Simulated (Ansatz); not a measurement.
The elements of this relaxed trial crystal are hidden behind letters.

```
lattice vectors (Å)
   2.1631    1.2489    4.2509
  -2.1631    1.2489    4.2509
   0.0000   -2.4977    4.2509
fractional positions
X 0.5000 0.5000 0.5000
Z 0.0000 0.0000 0.0000
Q 0.6754 0.6754 0.6754
Q 0.3246 0.3246 0.3246
```

Level of theory: Ansatz 0.2.0, DFT PBE, scalar-relativistic, plane waves, PAW. Cutoff 420 eV, Γ-centred 15×15×15 mesh (4-atom cell), Gaussian smearing of 0.10 eV, no spin polarisation.

```
Space group                                 : R-3m (No. 166)
Conventional cell                           : a = 4.326 Å, c = 12.753 Å
Volume per atom                             : 17.23 Å³
Density                                     : 3.63 g/cm³
Energy over the elements                    : −1.89 eV/atom
Gap on the 15×15×15 mesh of the 4-atom cell : 0 eV (the bands overlap slightly)
```

Energies are uncorrected and count from the elements' standard states at the same level.

Question: X is an s-block element of period 4, Z is a p-block element of period 4 and Q is a p-block element of period 2. Which elements are they?

Answer: X = Ca, Z = Ge, Q = F, so the formula is CaGeF2. Density times volume gives a mean mass of 3.63 × 17.23/1.6605 = 37.7 u per atom, and this set has 37.7 u. Ca is surrounded by 2 F at 2.24 Å; Ge is surrounded by 6 F at 2.50 Å (long contacts); F has 1 Ca at 2.24 Å, 3 Ge at 2.50 Å and 3 F at 2.51 Å. Other sets within the hints have nearly the same mass, so mass alone doesn't settle it; this one was computed.

The zero gap may come from the functional, which often closes small gaps, or the cell may be a true semimetal. Symmetry constrained the relaxation, so the result can be a saddle point.
